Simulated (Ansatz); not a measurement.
A distorted cell of PbS (rock salt):

```xyz
4
Lattice="0.0000 6.0089 6.0089 3.0045 3.0045 6.0089 3.0045 3.0045 0.0000" Properties=species:S:1:pos:R:3 pbc="T T T"
S      0.0000    -0.0154     0.0000
S      3.0045     6.0243     3.0045
Pb     3.0045     2.8245     3.0045
Pb     3.0045     6.1889     6.0089
```

Calculation: PBE (plane waves to 420 eV, PAW, scalar-relativistic; Ansatz, a program for electronic structure). k mesh 10×10×10 (Γ-centred), Fermi-Dirac smearing 0.05 eV. Compression counts positive. PbS was relaxed with its symmetry unable to fall. Spin-orbit coupling is left out, though Pb is heavy.

Question: What forces act on the atoms (eV/Å, Cartesian)?

Answer: 
```
atom     Fx      Fy     Fz
----  -----  ------  -----
S1    0.000   0.079  0.000
S2    0.000  -0.079  0.000
Pb3   0.000   0.266  0.000
Pb4   0.000  -0.266  0.000
```

Question: Give the stress tensor in GPa and the pressure.

Answer: 
```
   0.07     0.00     0.00
   0.00     1.59     0.00
   0.00     0.00     0.40
```
The pressure, a third of the trace, is 0.69 GPa.

(A displaced cell: forces are minus the slopes of the energy, force constants its curvatures, and phonons follow from these.)
